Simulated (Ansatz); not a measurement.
## An elastic constant from a strain scan in SnO

Level of theory: Ansatz, DFT PBEsol, scalar-relativistic, plane waves, PAW. Cutoff 420 eV, Γ-centred 12×12×10 k-points, Gaussian smearing of 0.15 eV. No spin polarisation. Energies are free energies at this smearing, counted from the undisturbed cell; pressure is positive in compression.

The undisturbed cell (as given, not relaxed at this level; it stands at -0.1 GPa):

```
CELL_PARAMETERS angstrom
3.80200 0.00000 0.00000
0.00000 3.80200 0.00000
0.00000 0.00000 4.83600
ATOMIC_POSITIONS crystal
Sn 0.00000 0.50000 0.23850
Sn 0.50000 0.00000 0.76150
O 0.00000 0.00000 0.00000
O 0.50000 0.50000 0.00000
```

The cell is strained by ε times the Voigt pattern (1, -1, 0, 0, 0, 0) (xx, yy, zz, yz, xz, xy; engineering shear) with fractional coordinates fixed. The cell holds 4 atoms in V0 = 69.91 Å³. The stress column is τ = (1/V0) dE/dε, got from the stress tensor σ (compression positive) at each point as −det(1 + εP) σ : P(1 + εP)⁻¹, with P the pattern as a tensor.

| ε | ΔE (meV/atom) | τ (GPa) |
| --- | --- | --- |
| -0.1312 | 153.489 | -25.514 |
| -0.1125 | 107.262 | -19.982 |
| -0.0937 | 71.181 | -15.346 |
| -0.0750 | 43.942 | -11.461 |
| -0.0562 | 23.954 | -8.114 |
| -0.0375 | 10.433 | -5.190 |
| -0.0187 | 2.560 | -2.521 |
| 0.0000 | 0.000 | 0.000 |
| 0.0187 | 2.560 | 2.521 |
| 0.0375 | 10.433 | 5.190 |
| 0.0562 | 23.954 | 8.114 |
| 0.0750 | 43.942 | 11.461 |
| 0.0937 | 71.181 | 15.346 |
| 0.1125 | 107.262 | 19.982 |
| 0.1312 | 153.489 | 25.514 |
| 0.1500 | ? | ? |

Problem. Which combination of elastic constants does this scan measure, and how large is it?

Solution. For small ε, τ = τ0 + Kε with K = pᵀCp, which for this pattern is C11 + C22 − 2 C12 in the Cartesian frame shown. The parabola through τ at ε = -0.0187, 0 and 0.0187 has slope K = 135 GPa at zero. The energies per cell, E = NΔE, of the same two points give K = 2[E(ε₊)/ε₊ − E(ε₋)/ε₋]/[(ε₊ − ε₋)V0] = 134 GPa, in agreement. These are clamped-ion values.

Problem. Predict the withheld row at ε = 0.1500 from the harmonic law, and compare.

Solution. ΔE = V0(τ0 ε + Kε²/2)/N = 165.449 meV/atom and τ = 20.22 GPa. The calculation gives 212.499 meV/atom and 32.24 GPa: the energy lies 28 % above the harmonic value.

Forces appear on the atoms along this scan, and letting them relax would lower the energy and soften the response. No gap shows at this level, though a semilocal functional can close a small gap that the real compound has; without a gap these slopes depend on the k mesh and the smearing.